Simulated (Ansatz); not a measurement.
Relaxed candidate structures of TiC:

**A**
```
CELL_PARAMETERS angstrom
      4.52460     2.61228     0.96118
     -4.52460     2.61228     0.96118
      0.00000    -5.22456     0.96118
ATOMIC_POSITIONS crystal
  Ti 0.00768 0.00768 0.69106
  Ti 0.00768 0.69106 0.00768
  Ti 0.69106 0.00768 0.00768
  C  0.29206 0.29206 0.59625
  C  0.29206 0.59625 0.29206
  C  0.59625 0.29206 0.29206
```

**B**
```
TiC
1.0
   -2.81133     2.81133     2.61361
    2.81133    -2.81133     2.61361
    2.81133     2.81133    -2.61361
C Ti
4 4
Direct
  0.75000   0.75000   0.00000
  0.25000   0.25000   0.00000
  0.25000   0.75000   0.50000
  0.75000   0.25000   0.50000
  0.18902   0.68902   0.87804
  0.31098   0.18902   0.50000
  0.68902   0.81098   0.50000
  0.81098   0.31098   0.12196
```

**C**
```xyz
4
Lattice="1.4863 0.8581 5.3228 -1.4863 0.8581 5.3228 0.0000 -1.7162 5.3228" Properties=species:S:1:pos:R:3 pbc="T T T"
C      0.0000     0.0000     2.6314
Ti     0.0000     0.0000     9.4205
C      0.0000     0.0000    13.3371
Ti     0.0000     0.0000     6.5479
```

**D**
```
CELL_PARAMETERS angstrom
      3.04050     0.00000     0.00000
     -1.52025     2.63315     0.00000
      0.00000     0.00000     5.35884
ATOMIC_POSITIONS crystal
  Ti 0.00000 0.00000 0.00000
  Ti 0.00000 0.00000 0.50000
  C  0.66667 0.33333 0.25000
  C  0.33333 0.66667 0.75000
```

**E**
```xyz
8
Lattice="3.0455 0.0000 0.0000 -1.5227 2.6375 0.0000 0.0000 0.0000 10.4115" Properties=species:S:1:pos:R:3 pbc="T T T"
Ti     0.0000     1.7583     6.4509
Ti     1.5227     0.8792     1.2452
Ti     1.5227     0.8792     3.9606
Ti     0.0000     1.7583     9.1663
C      0.0000     0.0000     5.2058
C      0.0000     0.0000     0.0000
C      0.0000     1.7583     2.6029
C      1.5227     0.8792     7.8086
```

Task: Rank these by energy per atom (lowest first), as r2SCAN (plane waves to 500 eV, PAW, scalar-relativistic; Ansatz, a first-principles code) gives it.

Result: E (reference), D (+0.22 eV/atom), A (+0.47 eV/atom), B (+0.79 eV/atom), C (+0.97 eV/atom)

The lowest structure calculated, Fm-3m, cF8, rock salt type, is not among these; it lies 0.23 eV/atom below the lowest of them. Probably no minimum, since a slightly shaken restart fell lower: R3m, hR6, AFLOW prototype AB_hR6_160_b_b (B13, as in NiS) (by 0.70 eV/atom, to Fm-3m). Each run could gain symmetry but not lose that of its start, so entries can be saddle points. All of these are generated cells (placed on structure types, drawn at random, substituted or restacked) that were not matched to a known phase here. Energies are at zero temperature and pressure, without zero-point motion. No spin polarisation in the result.
